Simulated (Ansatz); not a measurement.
MgH2:
```xyz
6
Lattice="4.5168 0.0000 0.0000 0.0000 4.5168 0.0000 0.0000 0.0000 3.0132" Properties=species:S:1:pos:R:3 pbc="T T T"
Mg     0.0000     0.0000     0.0000
Mg     2.2584     2.2584     1.5066
H      1.3760     1.3760     0.0000
H      0.8824     3.6344     1.5066
H      3.1408     3.1408     0.0000
H      3.6344     0.8824     1.5066
```

Relaxed with PBE. Special points in fractions of this cell's reciprocal vectors: Γ (0.000, 0.000, 0.000); X (0.000, 0.500, 0.000); M (0.500, 0.500, 0.000); Z (0.000, 0.000, 0.500); R (0.000, 0.500, 0.500); A (0.500, 0.500, 0.500).

**Question.** List the band energies nearest the valence-band maximum at these points for the program Ansatz at the PBE level (PAW).

**Answer.** In eV from the valence-band maximum; about four levels below and three above (degenerate sets whole), none deeper than 8.9 eV; points with the same levels are listed once.

```csv
k,below,above
Γ,-6.42 -1.44 -1.44 -0.45,4.74 5.03 9.14 9.14
X,-4.80 -4.80 -0.51 -0.51,5.33 5.33 10.06 10.06
M,-3.75 -3.75 -2.71 -2.71,9.03 9.03 9.16 9.16
Z,-2.99 -2.99 -0.08 -0.08,6.30 6.30 6.81 6.81
R,-2.25 -2.25 -1.07 -1.07,5.17 5.17 6.81 6.81
A,-1.87 -1.87 -0.93 -0.93,3.86 3.86 4.20 4.20
```

Space group P4_2/mnm (rutile). Symmetry was held in the PBE relaxation.

Potentials: the later of the program's two PAW sets.
